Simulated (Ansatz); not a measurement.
WC (WC type, space group P-6m2)

```xyz
2
Lattice="2.9220 0.0000 0.0000 -1.4610 2.5305 0.0000 0.0000 0.0000 2.8473" Properties=species:S:1:pos:R:3 pbc="T T T"
W      0.0000     0.0000     0.0000
C      1.4610     0.8435     1.4236
```

Scan: atom 2 (C, nearest neighbour W at 2.207 Å; its periodic images, 2.8 Å or more away, move with it) is displaced towards the nearest neighbour, direction (-0.662, -0.382, -0.645) in Cartesian axes, by s. The other atoms stay.

Method: PBE (plane waves to 420 eV, PAW, scalar-relativistic; Ansatz, a program for electronic structure). k mesh 15×15×13 (Γ-centred), Fermi-Dirac smearing 0.05 eV. Energies are smeared free energies. Left out: 1 of 11 points, with atoms too close for the PAW data. With partly filled bands, energies and forces of such displacements shift with the k mesh and the smearing. Spin-orbit coupling is left out, though W is heavy. The PAW data are Ansatz's earlier set. WC is run without spin polarisation. WC was relaxed with its symmetry unable to fall. The zero of ΔE is the undisplaced structure.

The scan covers s from -0.440 to 0.352 Å in 10 points.

Is the energy the same for displacements of ±0.352 Å, and if not, which side lies higher?

Not even: the positive side lies higher at ±0.352 Å. With its periodic images moving along, the atom's site symmetry in this cell is -6m2.

What is the energy change at s = 0.352 Å?

1066 meV/cell.

What is the force constant k = d²E/ds² of this move at s = 0?

14.3 eV/Å².

(A displaced cell: forces are minus the slopes of the energy, force constants its curvatures, and phonons follow from these.)
